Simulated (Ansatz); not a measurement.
## Au (Im-3m), two-dimensional strain map

The calculation used DFT r2SCAN, scalar-relativistic, plane waves, PAW (Ansatz 0.2.0). Cutoff 500 eV, Γ-centred 20×20×20 k-points, Gaussian smearing of 0.15 eV. Spin–orbit coupling is left out, which can shift energies with elements as heavy as these. No spin polarisation. Energies are free energies at this smearing, counted from the undisturbed cell; pressure is positive in compression.

Zero of the scan (as given, not relaxed at this level; it stands at -4.7 GPa; this bcc form isn't the usual structure):

```
Au
1.0
    -1.65727    1.65727    1.65727
     1.65727   -1.65727    1.65727
     1.65727    1.65727   -1.65727
Au
1
Direct
  0.00000 0.00000 0.00000
```

The cell is strained by p along both x and y and by q along z, fractional coordinates fixed. Points are written (p, q).

Energy above the undisturbed cell in meV/atom (a dash: not computed):

```csv
p \ q,-0.030,-0.015,0.000,0.015,0.030
-0.030,19.0,5.3,-3.8,-8.8,-10.2
-0.015,-3.9,-8.8,-9.5,-6.6,-0.8
0.000,-9.5,-6.5,0.0,9.6,21.7
0.015,-0.8,9.3,22.1,37.4,54.9
0.030,19.7,36.1,54.5,74.9,97.0
```

Pressure in GPa:

| p \ q | -0.030 | -0.015 | 0.000 | 0.015 | 0.030 |
| --- | --- | --- | --- | --- | --- |
| -0.030 | 10.2 | 7.1 | 4.3 | 1.8 | -0.5 |
| -0.015 | 4.2 | 1.6 | -0.7 | -2.8 | -4.6 |
| 0.000 | -0.6 | -2.8 | -4.7 | -6.4 | -8.0 |
| 0.015 | -4.6 | -6.4 | -8.0 | -9.4 | -10.6 |
| 0.030 | -7.8 | -9.3 | -10.6 | -11.7 | -12.7 |